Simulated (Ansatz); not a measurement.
An Ansatz (a first-principles code) run. Input:

Ansatz 0.2 input:
```yaml
crystal:
  lattice:
    - [3.0886210325, 0.0, 0.0]
    - [-1.5443105162, 2.6748242768, 0.0]
    - [0.0, 0.0, 4.9431871584]
  atoms:
    - { symbol: Al, position: [0.6666666667, 0.3333333333, 0.4990101866] }
    - { symbol: Al, position: [0.3333333333, 0.6666666667, 0.9990101866] }
    - { symbol: N, position: [0.6666666667, 0.3333333333, 0.8809898134] }
    - { symbol: N, position: [0.3333333333, 0.6666666667, 0.3809898134] }
kpoints:
  mp_grid: { grid: [10, 10, 6] }
hamiltonian:
  xc: lda
  pseudopotentials: { azcp: { folder: ./paw }, kind: paw }
scf:
  occupations: { method: fixed }
phonons:
  method: dfpt
  response_accuracy: low
  eigenvectors: true
  rigid_motions: translations
  dielectric: true
  raman: true
```

Output (shortened):

```
zone centre: on kpoints.mp_grid the ground state, and the responses unless they are solved on pairs of k-points, stand on 172 of the mesh's 600 k-points, …
Pseudopotentials: kind: paw
Pseudopotential: Al, paw, valence charge 3
Pseudopotential: N, paw, valence charge 5
Functional definition: SPW92
Crystal: 4 atoms, lattice volume = 40.838 Å³
Basis set: ecut = 420 eV, 785 PW (Γ), exchange–correlation on 48×48×72 points (8 copies of the dense FFT grid, shifted against one another)
Bands: 12, of which v1, the nominal top of the filled ones, is band 8 counted from 1 (7 counted from 0)
Symmetry: 12 space group operations
k-points: 172 of 600 (irreducible under 2 space group operations, time reversal used)
PAW frozen core: Al, regenerated for the run's functional, and the local potential with it
PAW frozen core: N, regenerated for the run's functional, and the local potential with it
Initial density: superposition of atomic densities (chi_scale 0.1, normalization cell, long waves kept (reshape's long-wave potential 0.00 eV rms))
Initial wavefunctions: pseudopotential atomic-orbital guess
Eigensolver: davidson
Functional: x = slater, c = lda
SCF iter   1: F=—  HF=-1782.778300 eV  |F-HF|=—  |Δ(HF+E_count)|=         —  Δρ=1.38e-1  dr2=9.31e0  ethr=3.10e-3  ⟨swp⟩=4.8  Hψ=11219  notcnv=0  defer=155
all-band conjugate gradients solve this SCF's bands
preconditioner: auto → none
SCF iter   2: F=—  HF=-1780.188409 eV  |F-HF|=—  |Δ(HF+E_count)|=    2.59e0  Δρ=7.64e-2  dr2=1.43e0  ethr=3.10e-3  ⟨swp⟩=3.4  Hψ=6362  notcnv=0  defer=335
SCF iter   3: F=—  HF=-1779.752427 eV  |F-HF|=—  |Δ(HF+E_count)|=   4.36e-1  Δρ=2.21e-2  dr2=1.03e-1  ethr=3.10e-3  ⟨swp⟩=2.1  Hψ=4941  notcnv=0  defer=317
SCF iter   4: F=—  HF=-1779.712900 eV  |F-HF|=—  |Δ(HF+E_count)|=   3.95e-2  Δρ=8.50e-4  dr2=9.01e-5  ethr=6.43e-4  ⟨swp⟩=2.0  Hψ=2485  notcnv=0  defer=344
SCF iter   5: F=—  HF=-1779.712815 eV  |F-HF|=—  |Δ(HF+E_count)|=   8.53e-5  Δρ=2.15e-4  dr2=5.58e-6  ethr=5.63e-7  ⟨swp⟩=2.0  Hψ=3441  notcnv=0  defer=342
SCF iter   6: F=—  HF=-1779.712813 eV  |F-HF|=—  |Δ(HF+E_count)|=   2.63e-6  Δρ=1.90e-5  dr2=7.94e-8  ethr=3.49e-8  ⟨swp⟩=2.0  Hψ=3428  notcnv=0
SCF iter   7: F=—  HF=-1779.712812 eV  |F-HF|=—  |Δ(HF+E_count)|=   7.35e-7  Δρ=3.15e-6  dr2=1.80e-9  ethr=4.96e-10  ⟨swp⟩=2.0  Hψ=3095  notcnv=0
SCF iter   8: F=-1779.712812 eV  HF=-1779.712812 eV  |F-HF|=4.09e-11  |Δ(HF+E_count)|=  8.84e-11  Δρ=4.73e-7  dr2=6.15e-11  ethr=1.00e-12  ⟨swp⟩=6.8  Hψ=11887  notcnv=0
SCF 1 converged in 8 iterations: F = -1779.712812 eV  dr2 = 6.15e-11
NSCF: frozen V_eff on 2 k-points
DFPT response loops at Γ: preconditioner auto → none (the input reference at scf.mixing.eps_inf says where Resta's filter doesn't serve); β = 0.50 …
── the response to a field inside a basis, on 14×14×8 k-points: an SCF that follows is theirs, and a resumed run solves both again ──
Crystal: 4 atoms, lattice volume = 40.838 Å³
Bands: 9, of which v1, the nominal top of the filled ones, is band 8 counted from 1 (7 counted from 0)
k-points: 224 of 1568 (irreducible under 4 space group operations, time reversal used)
Initial density: handed on by an earlier stage of this run
Initial wavefunctions: pseudopotential atomic-orbital guess (no wavefunctions were taken with the density)
Eigensolver: Dense (224 Hₖ)
SCF iter   1: F=—  HF=-1779.714896 eV  |F-HF|=—  |Δ(HF+E_count)|=         —  Δρ=3.90e-4  dr2=8.77e-6  ethr=1.00e-1
all-band conjugate gradients don't solve this SCF's bands (scf.eigensolver.kind)
preconditioner: auto → none
SCF iter   2: F=—  HF=-1779.714896 eV  |F-HF|=—  |Δ(HF+E_count)|=   2.68e-7  Δρ=1.88e-4  dr2=2.51e-6  ethr=5.48e-8
SCF iter   3: F=—  HF=-1779.714897 eV  |F-HF|=—  |Δ(HF+E_count)|=   6.76e-7  Δρ=6.62e-5  dr2=9.82e-7  ethr=1.57e-8
SCF iter   4: F=—  HF=-1779.714897 eV  |F-HF|=—  |Δ(HF+E_count)|=   2.62e-7  Δρ=5.50e-6  dr2=3.41e-9  ethr=6.14e-9
SCF iter   5: F=-1779.714897 eV  HF=-1779.714897 eV  |F-HF|=2.27e-12  |Δ(HF+E_count)|=  3.13e-10  Δρ=1.42e-7  dr2=3.58e-12  ethr=2.13e-11
SCF 1 converged in 5 iterations: F = -1779.714897 eV  dr2 = 3.58e-12
DFPT response loops at Γ: mixed as the last ones told, above
DFPT response loops at Γ: mixed as the last ones told, above
SCF converged after 8 iterations
Free energy (F): -1779.712812 eV
Harris-Foulkes:  -1779.712812 eV  (|F-HF|=4.09e-11)
Internal energy: -1779.712812 eV  (E = F + TS)
E sigma→0 (E₀):  -1779.712812 eV
Fermi energy:    7.095229 eV
--- Per-component energies (eV) ---
  E_band       = 29.386497
  E_kinetic    = 313.984193
  E_local      = -417.738000  (includes V_loc(G=0)·N_el)
  E_nonlocal   = 93.399104
  E_hartree    = 152.386737
  E_xc         = -196.400194
  E_vxc        = -213.861583  (∫ρ·V_xc dr)
  E_paw        = -1129.325780  (= ΣΔE_a)
  E_vpaw       = -51.172386  (= ΣTr[D̂ρ^β])
  E_aug_tail   = 0.001642  (compensation charges beyond the density's cutoff)
  E_ewald      = -596.292034
  E_core_change = 0.271521  (= ΣΔE_core)
  E_smearing   =  0.000000  (= −TS)
  E_closure    = 0.000000  (closes the sum)
  Σ components = -1779.712812   (vs F -1779.712812, Δ=0.00e0)
  [band-id]    e_kinetic+e_local+e_nonlocal+2·e_hartree+e_vxc+e_vpaw+e_augmentation_tail = 29.386444   (vs E_band 29.386497, Δ=-5.32e-5)
--- Band table (eV; the first three rows and the last of 172) ---
  k-point 0: bands = ["-8.0649", "-5.7805", "0.9590", "6.2090", "6.2090", "6.8672", "6.8672", "7.0952", "11.5110", "13.8318", "17.7537", "18.2026"]
  k-point 1: bands = ["-7.9538", "-6.0073", "1.3513", "6.2507", "6.2507", "6.4976", "6.8205", "6.8205", "11.9883", "13.9061", "17.5741", "18.1707"]
  k-point 2: bands = ["-7.6310", "-6.5394", "2.3686", "5.1976", "6.3658", "6.3658", "6.6950", "6.6950", "12.9179", "13.9913", "17.2792", "18.2228"]
  k-point 171: bands = ["-6.0142", "-5.2090", "2.0812", "2.6414", "3.8636", "4.3072", "5.1940", "5.9439", "12.9008", "14.5087", "15.7696", "16.8690"]
  band table: 12 of 12 bands, residual norms ≤ 1.0e-3 eV
--- Phonons (Γ-DFPT): 4 representative perturbations + reference, on 172 of 600 k-points (Σ response iterations 11) ---
  k mesh reduced under 2 symmetry operations, with k and −k counted as one. Each operation leaves every solved perturbation unchanged …
  ASR residual: 1.012e-4 → 0.000e0 eV/Å²; symmetrization residual: 1.626e-5 eV/Å²
  ASR residual per site (eV/Å²): 1.01e-4 1.01e-4 8.54e-5 8.54e-5
  Γ frequencies (cm⁻¹): 0.00 0.00 0.00 239.52 239.52 553.57 620.93 667.53 667.53 678.89 678.89 729.81
  ε∞ (high-frequency dielectric tensor):
        4.398612     0.000000     0.000000
        0.000000     4.398612     0.000000
        0.000000     0.000000     4.621357
  ε⁰ (static dielectric tensor: ions relaxed, cell fixed):
        8.013123     0.000000     0.000000
        0.000000     8.013123     0.000000
        0.000000     0.000000     9.511366
  ε⁰ − ε∞ (ionic part):
        3.614510     0.000000     0.000000
        0.000000     3.614510     0.000000
        0.000000     0.000000     4.890009
  softest optical mode at Γ: 239.52 cm⁻¹; the repairs (sum rule, projections) moved no ω² at Γ by more than (2.33 cm⁻¹)²
  Born effective charges Z* (e; rows j = field, columns β = displacement):
    site 0:
         2.52469    0.00000    0.00000
         0.00000    2.52469    0.00000
         0.00000    0.00000    2.68585
    site 1:
         2.52469    0.00000    0.00000
         0.00000    2.52469    0.00000
         0.00000    0.00000    2.68585
    site 2:
        -2.52469    0.00000    0.00000
         0.00000   -2.52469    0.00000
         0.00000    0.00000   -2.68585
    site 3:
        -2.52469    0.00000    0.00000
         0.00000   -2.52469    0.00000
         0.00000    0.00000   -2.68585
  Z* charge neutrality: 3.587e-4 e pre-enforcement
  solved inside a basis spanned on kpoints, on 14×14×8 k-points: ε∞ is read to err by 1.3e-2, Z* by 9.2e-3 e (field_mesh: kpoints solves on kpoints) …
  Raman tensors (in the event stream and the table raman_tensors.tsv) …
  optical modes at Γ without the LO–TO term, one row a degenerate level:
      ω (cm⁻¹)  modes    IR ((D/Å)²/amu)  static Raman (Å⁴/amu)  depolarisation
        239.52      2             0.0000                 0.1245           0.750
        553.57      1             0.0000                 0.0000               —
        620.93      1            36.1001                21.4112           0.747
        667.53      2             0.0000                19.1060           0.750
        678.89      2            63.7954                 9.8877           0.750
        729.81      1             0.0000                 0.0000               —
  optical modes at Γ + LO–TO along q̂ = [1.0000, 0.0000, 0.0000]:
      ω (cm⁻¹)  modes    IR ((D/Å)²/amu)  static Raman (Å⁴/amu)  depolarisation
        239.52      2             0.0000                 0.1245           0.750
        553.57      1             0.0000                 0.0000               —
        620.93      1            36.1001                21.4112           0.747
        667.53      2             0.0000                19.1060           0.750
        678.89      1            31.8977                 4.9438           0.750
        729.81      1             0.0000                 0.0000               —
        916.31      1            31.8977                 5.2752           0.750
  optical modes at Γ + LO–TO along q̂ = [0.0000, 1.0000, 0.0000]:
      ω (cm⁻¹)  modes    IR ((D/Å)²/amu)  static Raman (Å⁴/amu)  depolarisation
        239.52      2             0.0000                 0.1245           0.750
        553.57      1             0.0000                 0.0000               —
        620.93      1            36.1001                21.4112           0.747
        667.53      2             0.0000                19.1060           0.750
        678.89      1            31.8977                 4.9438           0.750
        729.81      1             0.0000                 0.0000               —
        916.31      1            31.8977                 5.2752           0.750
  optical modes at Γ + LO–TO along q̂ = [0.0000, 0.0000, 1.0000]:
      ω (cm⁻¹)  modes    IR ((D/Å)²/amu)  static Raman (Å⁴/amu)  depolarisation
        239.52      2             0.0000                 0.1245           0.750
        553.57      1             0.0000                 0.0000               —
        667.53      2             0.0000                19.1060           0.750
        678.89      2            63.7954                 9.8877           0.750
        729.81      1             0.0000                 0.0000               —
        890.80      1            36.1001                10.2625           0.557
```

Cost: very roughly 7 core-minutes on shared cores.

Space group P6_3mc (wurtzite). The LDA relaxation kept the symmetry of its start; phonons on a q-mesh show no instability.

Potentials: the earlier of the program's two PAW sets.

Ansatz is a plane-wave DFT program.
